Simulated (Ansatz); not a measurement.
BP (zinc blende, space group No. 216) at seven volumes, LDA (plane waves, PAW; program Ansatz), scaled uniformly. One row is withheld.

```csv
V (Å³/atom),P (GPa)
10.301,19.74
10.641,12.19
10.981,5.65
11.320,-0.01
11.660,?
11.999,-9.18
12.339,-12.87
```

Task: Fit the shown pressures and predict the withheld one.

Result: Third-order Birch–Murnaghan: P = (3/2)B₀(x^(7/2) − x^(5/2))[1 + (3/4)(B′ − 4)(x − 1)] with x = (V₀/V)^(2/3). Least squares on the six rows gives V₀ = 11.320 Å³/atom, B₀ = 175.5 GPa, B′ = 3.74. At V = 11.660, x = 0.9805 and P = -4.91 GPa. The run itself gave -4.92 GPa.

Space group F-43m (zinc blende). Symmetry was held in the LDA relaxation.

Potentials: the earlier of the program's two PAW sets. The files were generated under PBE; for other functionals the program regenerates the frozen cores, and for LDA and PBEsol the local potential too.
